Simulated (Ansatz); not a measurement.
Computed with DFT PBE, scalar-relativistic, plane waves, PAW (Ansatz 0.2.0). Cutoff 420 eV, Γ-centred meshes of about 0.25 Å⁻¹ or finer for metals and 0.3 Å⁻¹ for insulators (2π included), Gaussian smearing. No spin polarisation.

All energies are static (0 K, no zero-point motion).

Two relaxed structures of WCl₂F₄:

1.

Space group Imm2 (No. 44). a = 7.798 Å, b = 7.960 Å, c = 6.745 Å, α = 90.00°, β = 90.00°, γ = 90.00°
```csv
atom,site,symmetry,x,y,z
W,2a,mm2,0.0000,0.0000,0.0085
Cl,4d,m..,0.0000,0.2080,0.2398
F,4d,m..,0.5000,0.3386,0.3065
F,4c,.m.,0.2615,0.5000,0.4984
```

2.

Space group P4_2/mnm (No. 136). a = 7.083 Å, b = 7.083 Å, c = 8.259 Å, α = 90.00°, β = 90.00°, γ = 90.00°
| atom | site | symmetry | x | y | z |
| --- | --- | --- | --- | --- | --- |
| W | 2a | m.mm | 0.5000 | 0.5000 | 0.5000 |
| Cl | 4f | m.2m | 0.2715 | 0.7285 | 0.5000 |
| F | 4e | 2.mm | 0.5000 | 0.5000 | 0.7254 |
| F | 4g | m.2m | 0.6859 | 0.6859 | 0.5000 |

**Question.** Which would you expect to be lower, and how large is the difference?

**Answer.** Cell 2 is lower, by 5 meV/atom. Cell 1 has space group Imm2 (No. 44), 29.9 Å³/atom and a gap of 2.78 eV on its mesh; cell 2 has space group P4_2/mnm (No. 136), 29.6 Å³/atom and a gap of 3.12 eV. In cell 1, W is surrounded by 4 F at 1.86–1.87 Å and 2 Cl at 2.27 Å; Cl has 1 W at 2.27 Å; F on its first site is surrounded by 1 W at 1.87 Å; 1 more site not described. In cell 2, W is surrounded by 4 F at 1.86 Å and 2 Cl at 2.29 Å; around Cl lies 1 W at 2.29 Å; F on a site of symmetry 2mm has 1 W at 1.86 Å; 1 more site not described. Both come from trial cells of a structure search.

No dispersion correction is applied, so the spacing and binding between layers, chains or molecules are poorly described (Imm2, P4_2/mnm), and this can change margins and order among such cells. Spin–orbit coupling, which can matter for W, is left out. Kohn–Sham gaps at this level usually fall short of measured ones. With atoms moved at random, cell 2 came back. Cell 1 had no clear such test and can be a saddle point.
